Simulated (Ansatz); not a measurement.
Name crystals whose computed values (LDA (plane waves, PAW; program Ansatz)) fall in these windows: G_Hill (GPa) 8.6 to 11; highest Γ mode, no LO–TO term (cm⁻¹) 120 to 180.



```csv
crystal,G_Hill (GPa),"highest Γ mode, no LO–TO term (cm⁻¹)"
"CdI2, P-3m1 (Pearson symbol hP12)",10.1,150
"AgCl, rock salt",8.8,130
"RbCl, rock salt",9.8,132
"NaI, rock salt",10.8,131
"KBr, rock salt",9.7,130
```
Others may fit too.

Standing as an ambient phase not checked: CdI2, P-3m1 (Pearson symbol hP12). Weakly bound layers, chains or molecules computed without a dispersion correction, so cells and soft constants are ill determined: CdI2, P-3m1 (Pearson symbol hP12). All cells were relaxed under the symmetry of their starts (and spin orders); stability against distortions was not tested throughout. Rows with no word on spin ran without spin polarisation. Spin–orbit coupling is left out wherever it is not named.

Potentials: the later of the program's two PAW sets.
